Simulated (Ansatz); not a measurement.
Pt (fcc, Cu type)

```
Pt
1.0
    3.91826     0.00000     0.00000
    0.00000     3.91826     0.00000
    0.00000     0.00000     3.91826
Pt
4
Cartesian
  0.00000   0.00000   0.00000
  1.95913   1.95913   0.00000
  1.95913   0.00000   1.95913
  0.00000   1.95913   1.95913
```

In each cell atom 4 (Pt, nearest neighbour Pt at 2.771 Å; its periodic images, 3.9 Å or more away, move with it) moves by s·(0.707, 0.707, 0.000) (along Cartesian [110]), the rest being held.

Method: PBEsol (plane waves to 420 eV, PAW, scalar-relativistic; Ansatz, a program for electronic structure). k mesh 10×10×10 (Γ-centred), Fermi-Dirac smearing 0.05 eV. E stands for the smeared free energy. With partly filled bands, energies and forces of such displacements shift with the k mesh and the smearing. Pt is run without spin polarisation. Pt was relaxed with its symmetry unable to fall. Spin-orbit coupling is left out, though Pt is heavy. ΔE is measured from the undisplaced structure. The last digit holds for this mesh only.

| s (Å) | ΔE (meV/cell) |
|---|---|
| -0.550 | 2331.9 |
| -0.440 | 1371.8 |
| -0.330 | 733.1 |
| -0.220 | 317.9 |
| -0.110 | 78.7 |
| 0.000 | 0.0 |
| 0.110 | 78.7 |
| 0.220 | 317.9 |
| 0.330 | 733.1 |
| 0.440 | 1371.8 |
| 0.550 | 2331.9 |

What force constant k = d²E/ds² at s = 0 does the table give?

13 eV/Å². It is the second difference of the nearest points, corrected with the next pair.

With k = 12.94 eV/Å² from the forces, is the well harmonic out to s = 0.550 Å?

½ks² = 1958 meV/cell against the computed 2332 meV/cell, so the well is stiffer than harmonic there.

(A displaced cell: forces are minus the slopes of the energy, force constants its curvatures, and phonons follow from these.)
